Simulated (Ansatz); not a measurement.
Level of theory: DFT PBE, scalar-relativistic, plane waves, PAW (Ansatz 0.2.0). Settings: cutoff 420 eV, Γ-centred meshes spaced at most about 0.3 Å⁻¹, and about 0.25 Å⁻¹ or finer for metals (2π included), Gaussian smearing. No spin polarisation in the final relaxations.

Temperature and zero-point effects are left out. All come from trial cells, and lower structures may exist.

Task: Which of these relaxed structures of Sc₂Ta is the lowest in energy?
A. Space group P6/mmm (No. 191), hexagonal, a = 4.956 Å, c = 2.952 Å. Around Sc lie 5 Sc at 2.86–2.95 Å and 6 Ta at 3.22 Å; Ta is surrounded by 2 Ta at 2.95 Å and 12 Sc at 3.22 Å.
B. Space group P4/mmm (No. 123), tetragonal, a = 5.082 Å, c = 2.991 Å. Sc is surrounded by 4 Ta at 2.95 Å, 2 Sc at 2.99 Å and 4 Sc at 3.59 Å; Ta has 8 Sc at 2.95 Å and 2 Ta at 2.99 Å.
C. Space group I4/mcm (No. 140), tetragonal, a = 6.980 Å, c = 5.652 Å. Around Sc lie 4 Ta at 2.96 Å, 3 Sc at 3.27–3.28 Å and 8 Sc at 3.66–3.68 Å; Ta is surrounded by 2 Ta at 2.83 Å and 8 Sc at 2.96 Å.
D. Space group P4/mmm (No. 123), tetragonal, a = 2.991 Å, c = 7.652 Å. Sc has 4 Sc at 2.99 Å, 4 Ta at 3.04 Å and 1 Sc at 3.28 Å; around Ta lie 4 Ta at 2.99 Å and 8 Sc at 3.04 Å.

Result: A. It has space group P6/mmm (No. 191); the next, D, with space group P4/mmm (No. 123), lies 35 meV/atom higher. Counting all near atoms (those within 1.25 times the shortest distance at each site), the lowest has Sc 11, Ta 14 and the next has Sc 9, Ta 12. Even the lowest lies +0.18 eV/atom against the elements.

Spin–orbit coupling, which can matter for Ta, is left out. Cells relaxed within their symmetry can be saddle points. Some structure types and database cells were kept out of the candidates from the start, so a known form may be missing.
